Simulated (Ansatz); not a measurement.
ZnCu₂GeS₄:
```yaml
crystal:
  lattice:
    - [-2.63352, 2.63352, 5.24167]
    - [2.63352, -2.63352, 5.24167]
    - [2.63352, 2.63352, -5.24167]
  atoms:
    - { symbol: Cu, position: [0.00000, 0.00000, 0.00000] }
    - { symbol: Cu, position: [0.75000, 0.25000, 0.50000] }
    - { symbol: Zn, position: [0.25000, 0.75000, 0.50000] }
    - { symbol: Ge, position: [0.50000, 0.50000, 0.00000] }
    - { symbol: S, position: [0.63044, 0.62067, 0.49846] }
    - { symbol: S, position: [0.12222, 0.13199, 0.50154] }
    - { symbol: S, position: [0.37933, 0.87778, 0.00977] }
    - { symbol: S, position: [0.86801, 0.36956, 0.99023] }
```

Cartesian axes are those of the cell as given.

### Question
Give the proper piezoelectric stress tensor with relaxed ions from plane-wave PAW PBEsol (Ansatz code).

### Answer
In C/m², rows x, y, z, Voigt columns; mesh uncertainty up to 0.01.
```
 0.00   0.00   0.00  -0.07   0.04   0.00
 0.00   0.00   0.00  -0.04  -0.07   0.00
 0.04  -0.04   0.00   0.00   0.00  -0.06
```

The elastic tensor of the same run (GPa):

```json
[
 {"": "1", "1": "116", "2": "70.1", "3": "70.8", "4": "0.0", "5": "0.0", "6": "0.5"},
 {"": "2", "1": "70.1", "2": "116", "3": "70.8", "4": "0.0", "5": "0.0", "6": "-0.5"},
 {"": "3", "1": "70.8", "2": "70.8", "3": "116", "4": "0.0", "5": "0.0", "6": "0.0"},
 {"": "4", "1": "0.0", "2": "0.0", "3": "0.0", "4": "50.7", "5": "0.0", "6": "0.0"},
 {"": "5", "1": "0.0", "2": "0.0", "3": "0.0", "4": "0.0", "5": "50.7", "6": "0.0"},
 {"": "6", "1": "0.5", "2": "-0.5", "3": "0.0", "4": "0.0", "5": "0.0", "6": "51.5"}
]
```

### Question
Convert to strain constants d = e·S.

### Answer
In pC/N:
```
 0.0   0.0   0.0  -1.3   0.8   0.0
 0.0   0.0   0.0  -0.8  -1.3   0.0
 0.8  -0.8   0.0   0.0   0.0  -1.1
```

Space group I-4. The cell was relaxed with PBEsol under the symmetry of its start. The run is not spin-polarised. Signs of piezoelectric constants follow the polarity of the cell as given.

Potentials: the later of the program's two PAW sets.
